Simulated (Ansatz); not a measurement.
Data sheet: MgS (DFT)

MgS:
```
MgS
1.0
    4.88902     0.00000     0.00000
    0.00000     4.88902     0.00000
    0.00000     0.00000     4.14927
Mg S
2 2
Direct
  0.50000   0.00000   0.07092
  0.00000   0.50000   0.92908
  0.00000   0.00000   0.00000
  0.50000   0.50000   0.00000
```

Space group P4/nmm (No. 129); conventional cell a = 4.8890 Å, b = 4.8890 Å, c = 4.1493 Å, α = 90.00°, β = 90.00°, γ = 90.00°.

Method: PBE+D3(BJ) (plane waves, PAW; program Ansatz). Geometry: relaxed at this level of theory. Other levels are named where they apply.

### Cell and energy

```json
{
 "volume_per_atom": "24.79 Å³",
 "density": "1.89 g/cm³",
 "Formation energy from the elements (no fitted shifts)": "-1.02 eV/atom"
}
```

### Electronic structure

```json
{
  "band_gap": "1.62 eV (direct)",
  "valence_band_maximum": "at Γ",
  "conduction_band_minimum": "at Γ",
  "electron_effective_mass": "0.27, 0.27, 0.36 mₑ (principal values)",
  "hole_effective_mass": "0.83, 1.7, 1.7 mₑ (principal values)"
}
```

### Mechanics

```json
{
  "Bulk modulus (Birch–Murnaghan fit)": "6.0 GPa",
  "Pressure derivative B′": "6.1"
}
```

A made-up cell: these elements were put on the sites of a structure type; neither database checked (COD, Materials Project) lists it. COD files the formula under space group No. 225. Its standing as an ambient phase is unchecked. The cell was relaxed with PBE+D3(BJ) under the symmetry of its start; its stability against distortions is not shown here. The references are the lowest solids computed at this level, not always the standard phases.

Potentials: the earlier of the program's two PAW sets.
